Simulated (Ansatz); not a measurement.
Structures of As₂F₃: which is lowest?

Plane-wave DFT in Ansatz with scalar-relativistic PAW potentials, cutoff 420 eV, Γ-centred meshes chosen by cell and gap, Gaussian smearing with energies taken to zero width. Every cell was relaxed (cell and atoms) in a run of its own, within the symmetry of its start. Functional: PBE.

Relaxed structures (starts from databases or built by putting these elements on another compound's sites):
A. P-3m1, 5 atoms in the computed cell, a = 3.803 Å, c = 6.622 Å; sites (symmetry × multiplicity) As 3m. × 2, F -3m. × 1 + 3m. × 2; start: built
B. R-3m, 5 atoms in the computed cell, a = 2.865 Å, c = 30.962 Å; sites (symmetry × multiplicity) As 3m × 6, F -3m × 3 + 3m × 6; start: built

Task: Rank them by energy. Could pressure change the order?

Result:
| structure | group | E − E(lowest) (meV/atom) | V (Å³/atom) | gap on mesh (eV) |
| --- | --- | --- | --- | --- |
| B | R-3m | 0.0 | 14.67 | 0.00 |
| A | P-3m1 | 161 | 16.59 | 0.00 |

B is lowest, 161 meV/atom under A. The lowest is also the densest of these, so pressure wouldn't bring one of the others in at first order. Other structures may lie lower than all of these, and vibrations aren't counted.

Each cell of As2F3 holds layers, and where no dispersion correction was added their binding is poorly described. The cell has an odd number of electrons and was run without spin polarisation, which forces a half-filled band: energy, forces and stress belong to that artificial state.